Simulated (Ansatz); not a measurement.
# Computed properties of SiO2

SiO$_{2}$:
```xyz
12
Lattice="5.0306 0.0000 0.0000 0.0000 5.0306 0.0000 0.0000 0.0000 7.0138" Properties=species:S:1:pos:R:3 pbc="T T T"
Si     1.4976     1.4976     0.0000
Si     4.0129     1.0177     5.2604
Si     1.0177     4.0129     1.7535
Si     3.5330     3.5330     3.5069
O      1.2060     0.5088     1.2481
O      3.7213     2.0065     4.0123
O      1.3093     3.0241     0.5054
O      3.8246     4.5218     4.7550
O      4.5218     3.8246     2.2589
O      2.0065     3.7213     3.0015
O      3.0241     1.3093     6.5084
O      0.5088     1.2060     5.7658
```

Space group P4_12_12 (No. 92); conventional cell a = b = 5.0306 Å, c = 7.0138 Å, α = β = γ = 90.00°.

Method: the program Ansatz at the PBEsol level (PAW). Structure relaxed to zero pressure with the same functional. Other levels are named where they apply.

### Cell and energy

```yaml
volume_per_atom: 14.79 Å³
density: 2.25 g/cm³
Formation energy from the elements (no fitted shifts): -2.81 eV/atom
```

### Electronic structure

```yaml
band_gap: 5.57 eV (direct)
valence_band_maximum: at Γ
conduction_band_minimum: at Γ
electron_effective_mass: 0.54 mₑ (isotropic)
hole_effective_mass: 1.6 along z (mₑ)
HSE06 gap on the PBEsol cell: 7.40 eV
```

### Mechanics

```yaml
Bulk modulus (Birch–Murnaghan fit): 13.1 GPa
Pressure derivative B′: 3.2
Elastic constants (relaxed ions, GPa): C11 = 52.3, C12 = 3.0, C13 = -8.1, C33 = 43.8, C44 = 70.5, C66 = 26.1
mechanical_stability: stable (all eigenvalues of C positive)
hill_bulk_and_shear_moduli: 13.3 and 39.6 GPa
Young's modulus: 59.7 GPa
Poisson's ratio: -0.25
debye_temperature_from_the_elastic_constants: 544 K
```

### Dielectric response

```yaml
Electronic dielectric constant ε∞ (DFPT): 2.28 (xx = yy), 2.26 (zz)
Static dielectric constant ε0 (ions relaxed, cell fixed): 4.14 (xx = yy), 3.93 (zz)
Born charges (a third of the trace): Si +3.34, O -1.67 e
```

### Phonons

```yaml
Highest zone-centre frequency (without LO–TO term): 1177 cm⁻¹
zone_centre_stability: no imaginary mode at Γ
```

The PBEsol relaxation kept the symmetry of its start. The references are the lowest solids computed at this level, not always the standard phases (solids in place of the gases).

Potentials: the later of the program's two PAW sets.
